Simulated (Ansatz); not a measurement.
Values for one crystal, relaxed and computed with r²SCAN (plane waves, PAW; program Ansatz); other levels are named.

| Property | Value |
|---|---|
| Volume per atom | 26.22 Å³ |
| Electronic character | metallic (no gap) |
| Density of states at the Fermi level | 0.35 states/eV per atom (mean over ±0.08 eV) |
| Formation energy from the elements (no fitted shifts) | -0.082 eV/atom |

Pick the material that matches.
A. GaCo, CsCl type
B. Pb2Au, I4/mcm (Pb on 8h, Au on 4a)
C. ScIn3, Cu3Au type
D. Zn3Ir, I4/mmm (Zn on 4d, Zn on 2b, Ir on 2a)

B, Pb2Au, I4/mcm (Pb on 8h, Au on 4a)

The workflow started from a Materials Project entry (that database holds measured and hypothetical structures alike); the Crystallography Open Database files this formula in space group No. 140, but the cells were not matched. Whether it is the stable phase at ambient conditions was not checked. The cell was relaxed with r²SCAN under the symmetry of its start; its stability against distortions is not shown here. The references are the lowest solids computed at this level, not always the standard phases. Spin–orbit coupling is left out wherever it is not named.

Potentials: the later of the program's two PAW sets.
